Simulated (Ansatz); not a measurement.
Input and command of a plane-wave DFT calculation in Ansatz:

```yaml
crystal:
  lattice:
    - [3.1859976892, 0.0, 0.0]
    - [-1.5929988446, 2.7591549353, 0.0]
    - [0.0, 0.0, 5.06088]
  atoms:
    - { symbol: Ti, position: [0.3333333333, 0.6666666667, 0.25] }
    - { symbol: Ti, position: [0.6666666667, 0.3333333333, 0.75] }
basis:
  ecutwfc: 420
kpoints:
  mp_grid: { grid: [18, 18, 10] }
hamiltonian:
  xc: pbesol
scf:
  occupations: { method: gaussian, width: 0.15 }
output:
  forces: true
  stress: true
  eigenvalues: true
```

```bash
ansatz run input.yaml --threads 1 --pin off --max-ram 2560MiB --backend cpu --events-out ev --progress --plain --runs-dir out
```

Processor: Intel(R) Xeon(R) Processor @ 2.50GHz (Skylake/Cascade Lake), 1 thread, on a host shared with other jobs.

Q: Estimate time, memory and problem size.

A: About 18 s on 1 thread of Intel(R) Xeon(R) Processor @ 2.50GHz (Skylake/Cascade Lake), with other jobs on the host, peak memory 0.44 GiB. It solves 16 bands at 222 k points (the mesh reduced by symmetry) with about 857 plane waves, in 6 SCF iterations.
